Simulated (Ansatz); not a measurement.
Ansatz (a quantum-chemistry and plane-wave program) input:

Ansatz 0.2 input:
```yaml
crystal:
  lattice:
    - [-2.1839791471, 2.1839791471, 2.1839791471]
    - [2.1839791471, -2.1839791471, 2.1839791471]
    - [2.1839791471, 2.1839791471, -2.1839791471]
  atoms:
    - { symbol: C, position: [0.5, 0.75, 0.25] }
    - { symbol: C, position: [0.25, 0.5, 0.75] }
    - { symbol: C, position: [0.75, 0.5, 0.25] }
    - { symbol: C, position: [0.5, 0.25, 0.75] }
    - { symbol: C, position: [0.25, 0.75, 0.5] }
    - { symbol: C, position: [0.75, 0.25, 0.5] }
kpoints:
  mp_grid: { grid: [5, 5, 5] }
hamiltonian:
  xc: hse06
  pseudopotentials: { azcp: { folder: ./paw }, kind: paw }
scf:
  n_extra_bands: 6
  occupations: { method: fixed }
output:
  eigenvalues: true
  eigenstates:
    e_range: [-9.0, 11.8]
    kpoints:
      - [0.5, 0.5, 0.5]  # VBM
      - [0.278646, 0.278646, -0.278646]  # CBM
      - [0.0, 0.0, 0.0]  # GAMMA
      - [0.5, -0.5, 0.5]  # H
      - [0.25, 0.25, 0.25]  # P
      - [0.0, 0.0, 0.5]  # N
```

Output (shortened):

```
Pseudopotential: C, paw, valence charge 4
Functional definition: HSE06
davidson cushion auto → on  (no smearing: the cushion is to keep the highest requested band from converging to the state above it …
Crystal: 6 atoms, lattice volume = 41.668 Å³
Basis set: ecut = 420 eV, 791 PW (Γ)
Bands: 18, of which v1, the nominal top of the filled ones, is band 12 counted from 1 (11 counted from 0)
Symmetry: 48 space group operations
Space group: Im-3m (ITA 229), of the structure as read, at distance tolerance 3.5e-5 Å
k-points: 10 of 125
SCF iter   1: F=—  HF=-1504.932371 eV  |F-HF|=—  |Δ(HF+E_count)|=         —  Δρ=1.26e-1  dr2=5.99e0  ethr=1.00e-1  ⟨swp⟩=3.6  Hψ=647  notcnv=0
preconditioner: auto → none
SCF iter   2: F=—  HF=-1502.719321 eV  |F-HF|=—  |Δ(HF+E_count)|=    2.21e0  Δρ=4.77e-2  dr2=6.91e-1  ethr=2.50e-2  ⟨swp⟩=3.2  Hψ=445  notcnv=0
iter 3 solved again at ethr=3.14e-5 eV; its pass at ethr=2.88e-3 eV (dr2=7.53e-3 eV) is discarded
SCF iter   3: F=—  HF=-1502.540203 eV  |F-HF|=—  |Δ(HF+E_count)|=   1.79e-1  Δρ=6.42e-3  dr2=7.41e-3  ethr=3.14e-5  ⟨swp⟩=3.4  Hψ=954  notcnv=0  defer=1
SCF iter   4: F=-1502.541628 eV  HF=-1502.541644 eV  |F-HF|=1.60e-5  |Δ(HF+E_count)|=   1.44e-3  Δρ=4.68e-4  dr2=5.29e-5  ethr=3.09e-5  ⟨swp⟩=3.2  Hψ=429  notcnv=0  defer=1
SCF 1 stopped early in 4 iterations: F = -1502.541628 eV  dr2 = 5.29e-5
Crystal: 6 atoms, lattice volume = 41.668 Å³
Exchange kernel: α = 0.2500, screened, ω = 0.2079 Å⁻¹, Wigner–Seitz truncation, v(0) = 1042.9744 eV·Å³, q-mesh 5×5×5, nearest image of the exchange supercell L …
Frozen-core exchange: fock
SCF iter   1: F=—  HF=-1502.734447 eV  |F-HF|=—  |Δ(HF+E_count)|=         —  Δρ=9.17e-3  dr2=1.42e-2  ethr=2.20e-6  ⟨swp⟩=6.8  Hψ=971  notcnv=0
preconditioner: auto → none
SCF iter   2: F=—  HF=-1502.728290 eV  |F-HF|=—  |Δ(HF+E_count)|=   6.16e-3  Δρ=2.31e-3  dr2=1.35e-3  ethr=2.20e-6  ⟨swp⟩=4.0  Hψ=641  notcnv=0
SCF iter   3: F=—  HF=-1502.734336 eV  |F-HF|=—  |Δ(HF+E_count)|=   6.05e-3  Δρ=5.85e-4  dr2=8.25e-5  ethr=2.20e-6  ⟨swp⟩=4.0  Hψ=609  notcnv=0
SCF iter   4: F=-1502.734310 eV  HF=-1502.734310 eV  |F-HF|=1.93e-7  |Δ(HF+E_count)|=   2.64e-5  Δρ=5.29e-5  dr2=6.49e-6  ethr=3.16e-7  ⟨swp⟩=3.0  Hψ=458  notcnv=0
SCF 2 stopped early in 4 iterations: F = -1502.734310 eV  dr2 = 6.49e-6
hybrid outer 1: dexx = +7.098e-3 eV, tail = 4.07e-5 eV
Crystal: 6 atoms, lattice volume = 41.668 Å³
Exchange kernel: α = 0.2500, screened, ω = 0.2079 Å⁻¹, Wigner–Seitz truncation, v(0) = 1042.9744 eV·Å³, q-mesh 5×5×5, nearest image of the exchange supercell L …
Frozen-core exchange: fock
SCF iter   1: F=—  HF=-1502.734433 eV  |F-HF|=—  |Δ(HF+E_count)|=         —  Δρ=9.83e-5  dr2=2.14e-6  ethr=8.48e-7  ⟨swp⟩=2.8  Hψ=426  notcnv=0
preconditioner: auto → none
iter 2 solved again at ethr=2.14e-10 eV; its pass at ethr=8.17e-9 eV (dr2=5.14e-8 eV) is discarded
SCF iter   2: F=—  HF=-1502.734433 eV  |F-HF|=—  |Δ(HF+E_count)|=   3.51e-7  Δρ=2.01e-5  dr2=1.08e-7  ethr=2.14e-10  ⟨swp⟩=3.1  Hψ=1010  notcnv=0
SCF iter   3: F=-1502.734433 eV  HF=-1502.734433 eV  |F-HF|=7.92e-9  |Δ(HF+E_count)|=   6.82e-7  Δρ=9.92e-6  dr2=1.39e-8  ethr=2.13e-10  ⟨swp⟩=4.9  Hψ=639  notcnv=0
SCF 3 converged in 3 iterations: F = -1502.734433 eV  dr2 = 1.39e-8
hybrid outer 2: dexx = +1.008e-6 eV, tail = 4.52e-8 eV, Δε = 2.48e-3 eV (about 9.31e-5 eV left of the loop's levels)
the search or the solves at the SCF's close seem to have found levels that the self-consistency loop had missed (the run counts 1) …
NSCF: frozen V_eff on 6 k-points
hybrid SCF converged: 2 outer / 7 inner (+4 warm-up), last move |dexx| = 1.01e-6 eV, tail = 4.52e-8 eV
Stability not checked (fock_operator)
Free energy (F): -1502.734433 eV
Frozen-core exchange: fock
Harris-Foulkes:  -1502.734433 eV  (|F-HF|=7.92e-9)
Internal energy: -1502.734433 eV  (E = F + TS)
E sigma→0 (E₀):  -1502.734433 eV
Fermi energy:    9.163213 eV
--- Per-component energies (eV) ---
  E_band       = 0.862509
  E_kinetic    = 535.799702
  E_local      = -605.028507  (includes V_loc(G=0)·N_el)
  E_nonlocal   = 135.354456
  E_hartree    = 182.880936
  E_xc         = -230.869757
  E_vxc        = -281.945537  (∫ρ·V_xc dr)
  E_exx        = -54.380290  (= α·E_x^exact, valence–valence)
  E_paw        = -598.803977  (= ΣΔE_a)
  E_vpaw       = -40.319879  (= ΣTr[D̂ρ^β])
  E_aug_tail   = 0.000128  (compensation charges beyond the density's cutoff)
  E_ewald      = -867.583814
  E_core_change = -0.103309  (= ΣΔE_core)
  E_smearing   =  0.000000  (= −TS)
  E_closure    =  0.000000  (closes the sum)
  Σ components = -1502.734433   (vs F -1502.734433, Δ=2.27e-13)
  [band-id]    e_kinetic+e_local+e_nonlocal+2·e_hartree+e_vxc+2·e_exx+e_vpaw+e_augmentation_tail = 0.861655   (vs E_band 0.862509, Δ=-8.54e-4)
--- Band table (eV; the first three rows and the last of 10) ---
  k-point 0: bands = ["-12.9878", "-4.2348", "-4.2348", "-1.7224", "-1.7224", "-1.7224", "2.9430", "2.9430", "2.9430", "4.6441", "4.6441", "4.6441", "15.7185", "15.7185", "15.7185", "17.5696", "22.4551", "22.4551"]
  k-point 1: bands = ["-12.5296", "-6.1161", "-4.9318", "-2.3341", "-0.5667", "-0.3930", "1.8913", "2.4170", "4.1899", "4.5058", "5.4037", "6.0419", "15.1152", "15.1291", "16.3142", "19.0528", "22.4588", "22.8815"]
  k-point 2: bands = ["-11.2634", "-8.6554", "-5.6198", "-3.0256", "0.5709", "1.0175", "1.3119", "2.3802", "3.6995", "5.6864", "6.1489", "7.5274", "15.3490", "15.6968", "17.8212", "19.6311", "20.2618", "20.5645"]
  k-point 9: bands = ["-9.8453", "-8.9609", "-4.7347", "-4.5971", "-4.5971", "-2.0318", "4.7284", "4.7284", "4.9178", "8.2703", "9.1632", "9.1632", "13.8106", "15.6724", "15.6724", "18.0969", "21.2419", "21.2419"]
```

Cost: about 70 core-seconds (a rough figure) on shared cores.

The points marked VBM and CBM come from a semilocal run.

The start of the workflow was typed in or built on a structure type; neither database checked (COD, Materials Project) lists it. It is not the phase usual at ambient conditions (space group No. 194, 227). The r²SCAN relaxation kept the symmetry of its start; whether a distortion lowers the energy is not shown.

Potentials: the earlier of the program's two PAW sets.

Ansatz is a plane-wave DFT program.
